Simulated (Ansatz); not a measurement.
GaIr$_{3}$N (anti-perovskite, Pm-3m) at seven volumes, plane-wave PAW PBEsol (Ansatz code), scaled uniformly. One row is withheld.

```json
[
 {"V (Å³/atom)": "12.059", "P (GPa)": "32.35"},
 {"V (Å³/atom)": "12.456", "P (GPa)": "19.63"},
 {"V (Å³/atom)": "12.854", "P (GPa)": "8.95"},
 {"V (Å³/atom)": "13.251", "P (GPa)": "0.00"},
 {"V (Å³/atom)": "13.649", "P (GPa)": "?"},
 {"V (Å³/atom)": "14.046", "P (GPa)": "-13.75"},
 {"V (Å³/atom)": "14.444", "P (GPa)": "-18.96"}
]
```

Task: Fit the shown pressures and predict the withheld one.

Result: Third-order Birch–Murnaghan: P = (3/2)B₀(x^(7/2) − x^(5/2))[1 + (3/4)(B′ − 4)(x − 1)] with x = (V₀/V)^(2/3). Least squares on the six rows gives V₀ = 13.252 Å³/atom, B₀ = 272.0 GPa, B′ = 4.91. At V = 13.649, x = 0.9805 and P = -7.47 GPa. The run itself gave -7.49 GPa.

The start of the workflow was typed in or built on a structure type; neither database checked (COD, Materials Project) lists it. Its standing as an ambient phase is unchecked. The cell was relaxed with PBEsol under the symmetry of its start. At this level the phase is dynamically unstable (imaginary phonons). The workflow began spin-polarised and lost its moments. The volume moved by 17 % from the start of the relaxation. Its formation energy is positive at this level, so the cell may be metastable or incomplete. Spin–orbit coupling is left out wherever it is not named.

Potentials: the later of the program's two PAW sets.
